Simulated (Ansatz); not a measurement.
The relaxed structure here is a generated cell of Pt: the first start was made by placing the elements on the sites of a structure type, and the end was not matched to a known phase here, so it may be hypothetical. Known forms of Pt include space group No. 225.

A relaxed cell of Pt (Pm-3m (No. 221)), relaxed on a k-mesh at least as fine as the one used below. Computed with r2SCAN (plane waves to 500 eV, PAW, scalar-relativistic; Ansatz, an electronic-structure program). Γ-centred k-mesh 12×12×12 on the run's cell (coarser than for final values), Fermi–Dirac smearing 0.05 eV.

```
Pt
1.0
    5.20707     0.00000     0.00000
    2.60354     2.60354     0.00000
    0.00000     0.00000     2.60354
Pt
2
Direct
  0.00000   0.00000   0.00000
  0.50000   0.00000   0.00000
```

The atoms are displaced along an unstable phonon of this cell by (Å):

```csv
atom,ux,uy,uz
Pt1,0.000,0.000,0.150
Pt2,0.000,0.000,-0.150
```

Problem. What forces (eV/Å) and pressure result?

Solution. 
```tsv
atom	Fx	Fy	Fz
Pt1	0.00	0.00	0.36
Pt2	0.00	0.00	-0.36
```

Pressure -1.4 GPa.

The undisplaced cell is probably no minimum: from this displacement the run went on to I4/mmm (No. 139), 0.43 eV/atom below it.

No spin polarisation in the result.
